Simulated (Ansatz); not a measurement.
Sr:
```cif
data_Sr4
_chemical_formula_sum 'Sr4'
_space_group_name_H-M_alt 'Fm-3m'
_space_group_IT_number 225
_space_group_name_Hall '-F 4 2 3'
_cell_length_a 6.09928
_cell_length_b 6.09928
_cell_length_c 6.09928
_cell_angle_alpha 90.000
_cell_angle_beta 90.000
_cell_angle_gamma 90.000
loop_
_atom_site_label
_atom_site_type_symbol
_atom_site_symmetry_multiplicity
_atom_site_Wyckoff_symbol
_atom_site_fract_x
_atom_site_fract_y
_atom_site_fract_z
_atom_site_occupancy
Sr1 Sr 4 a 0.00000 0.00000 0.00000 1
```
(The calculation used a cell of 1 atom; values per cell refer to that cell.)

Relaxed with r²SCAN (plane waves, PAW; program Ansatz). Indices refer to the conventional cell of Fm-3m, a = 6.099 Å, b = 6.099 Å, c = 6.099 Å, α = 90.00°, β = 90.00°, γ = 90.00°.

Q: Simulate the powder diffraction pattern (Cu Kα, λ = 1.54184 Å; lines above 1 %) up to 2θ = 90°.

A: Simulated powder pattern, Cu Kα, λ = 1.54184 Å (kinematic, ideal powder, no thermal factors, no anomalous dispersion; the 30 strongest lines at most, above 1 %, up to 2θ = 90°):

```
2θ (°)  d (Å)  I/Imax (%)          hkl
------  -----  ----------  -----------
25.29   3.521         100        (111)
29.29   3.050          52        (200)
41.89   2.156          39        (220)
49.57   1.839          47        (311)
51.93   1.761          14        (222)
60.74   1.525         6.3        (400)
66.86   1.399          19        (331)
68.84   1.364          17        (420)
76.52   1.245          13        (422)
82.11   1.174          14  (511)+(333)
```

The cell was relaxed with r²SCAN under the symmetry of its start.

Potentials: the earlier of the program's two PAW sets.
